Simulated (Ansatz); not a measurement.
Consider the following.

In2Se3:
```xyz
5
Lattice="-3.9600 0.0000 0.0000 -0.0028 -0.0044 -9.6159 -1.9798 -3.4297 0.0000" Properties=species:S:1:pos:R:3 pbc="T T T"
In    -3.9601    -2.2868    -1.8610
In    -1.9825    -1.1474    -7.7549
Se     0.0000     0.0000     0.0000
Se    -3.9625    -2.2907    -6.4295
Se    -1.9801    -1.1434    -3.1864
```

This is the r²SCAN+D4-relaxed structure. Tensor components refer to the Cartesian frame of this cell.

Question: All from r²SCAN+D4 in the plane-wave PAW code Ansatz, unless another level is named. Estimate the HSE06 gap on the r²SCAN+D4 cell.

Answer: 0.67 eV.

Question: And the electron effective mass with spin–orbit coupling?

Answer: 0.15, 0.25, 0.59 mₑ (principal values).

Question: What about the gap with spin–orbit coupling?

Answer: 0.35 eV.

Question: What about the hole effective mass with spin–orbit coupling?

Answer: 0.29, 2.7, 2.7 mₑ (principal values).

Question: Next, the valence-band maximum?

Answer: off the standard path, at k = (0.281, 0.000, 0.141) in fractions of the reciprocal vectors.

Space group P-3m1 (La2O3 or Ni2Al3 type). The workflow started from a Materials Project entry (that database holds measured and hypothetical structures alike); the Crystallography Open Database copy checked does not list it. COD files the formula under space group No. 160, 166, 169, 170. Whether it is the stable phase at ambient conditions was not checked. The r²SCAN+D4 relaxation kept the symmetry of its start; its stability against distortions is not shown here. Scalar-relativistic: spin–orbit coupling is off unless named, which matters more the heavier the elements.

Potentials: the earlier of the program's two PAW sets. The files were generated under PBE; for other functionals the program regenerates the frozen cores, and for LDA and PBEsol the local potential too.
